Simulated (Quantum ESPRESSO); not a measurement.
Parts of the isotropic shielding in NaLi₇O₄, by GIPAW with PBE in a modified build of Quantum ESPRESSO, on JTH PAW datasets, 30 Ha, k-mesh 3×3×3 shifted:

```
CELL_PARAMETERS angstrom
      4.78218     0.00000     0.00000
      0.00000     4.78218     0.00000
      0.00000     0.00000     4.78218
ATOMIC_POSITIONS crystal
  Na 0.25000 0.25000 0.75000
  Li 0.25000 0.75000 0.75000
  O  0.98797 0.98797 0.01203
  Li 0.25000 0.75000 0.25000
  Li 0.25000 0.25000 0.25000
  O  0.98797 0.51203 0.48797
  Li 0.75000 0.25000 0.25000
  Li 0.75000 0.75000 0.25000
  O  0.51203 0.98797 0.48797
  Li 0.75000 0.75000 0.75000
  Li 0.75000 0.25000 0.75000
  O  0.51203 0.51203 0.01203
```
The cell was made here from a computed Materials Project entry: one of 8 Li replaced by Na, cell and atoms relaxed (PBE without dispersion, pw.x of Quantum ESPRESSO, symmetry kept). The parent is Li2O in Fm-3m. The swapped cell is a model, not a known phase. Stability against distortions was not tested.

The core term is that of the free atom's frozen core; the paramagnetic column sums the reconstruction terms. Shieldings are absolute and leave out the bulk-susceptibility term; a larger σ means a smaller chemical shift. By our sweeps, such settings leave a few ppm in absolute σ. The datasets of Na hold no d projectors, which limits absolute σ on these atoms.

| site | core | bare (smooth current) | diamagnetic correction | paramagnetic corrections | σ_iso (ppm) |
|---|---|---|---|---|---|
| Na (atom 1) | 377.3 | 79.7 | 155.2 | … | … |
| Li1 (atoms 2, 5, 11) | 0.0 | 11.2 | 69.5 | … | … |
| O (atoms 3, 6, 9, 12) | 271.1 | 55.0 | 26.0 | … | … |
| Li2 (atoms 4, 7, 10) | 0.0 | 11.4 | 69.5 | … | … |
| Li3 (atom 8) | 0.0 | 11.3 | 69.6 | … | … |

Question: Some entries are withheld; supply them.

Answer: 
- Na (atom 1), paramagnetic corrections: -167.8
- Na (atom 1), σ_iso (ppm): 444.4
- Li1 (atoms 2, 5, 11), paramagnetic corrections: -2.6
- Li1 (atoms 2, 5, 11), σ_iso (ppm): 78.1
- O (atoms 3, 6, 9, 12), paramagnetic corrections: -157.6
- O (atoms 3, 6, 9, 12), σ_iso (ppm): 194.5
- Li2 (atoms 4, 7, 10), paramagnetic corrections: -2.6
- Li2 (atoms 4, 7, 10), σ_iso (ppm): 78.3
- Li3 (atom 8), paramagnetic corrections: -2.7
- Li3 (atom 8), σ_iso (ppm): 78.2
